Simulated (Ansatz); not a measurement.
A relaxed cell of Mo4W is given with its symmetry left out. The cell was found from a structure generator's guess, not taken from experiment.

These are results of Ansatz, DFT PBE, scalar-relativistic, plane waves, PAW, not measurements. Cutoff 420 eV, Γ-centred mesh, Gaussian smearing, no spin polarisation.

```xyz
5
Lattice="-3.5397 3.5397 1.5824 3.5397 -3.5397 1.5824 3.5397 3.5397 -1.5824" Properties=species:S:1:pos:R:3 pbc="T T T"
Mo    1.4154    2.8304    0.0000
Mo   -0.7093    2.1243    1.5824
Mo    4.2490    1.4154    0.0000
Mo    2.1243    0.7093    1.5824
W     0.0000    0.0000    0.0000
```

Energies over the elements count from the elements' standard structures at the same level, with no fitted energy shifts.

**Question.** What space group does it have?

**Answer.** I4/m (No. 87), with Mo and W ordered on bcc sites. Conventional cell: a = 7.079 Å, c = 3.165 Å. Around Mo lie 6 Mo at 2.74 Å, 2 W at 2.74 Å, 1 W at 3.16 Å and 5 Mo at 3.16–3.17 Å; W has 8 Mo at 2.74 Å, 4 Mo at 3.16 Å and 2 W at 3.16 Å.

**Question.** How far does it lie from the elements in energy?

**Answer.** 0.00 eV/atom. The formation energy is too near zero to say whether this cell lies below the elements.

**Question.** Is it a metal?

**Answer.** Yes, bands cross the Fermi level on the 14×14×14 mesh.

The last run used a 14×14×14 mesh for its 5-atom cell and Gaussian smearing of 0.10 eV. The k mesh leaves some 4 meV/atom of noise in the energy of each metallic cell. Spin–orbit coupling, which can matter for W, is left out. A later test with randomly moved atoms came back to the same energy, though modes that don't fit the test's cell weren't probed.
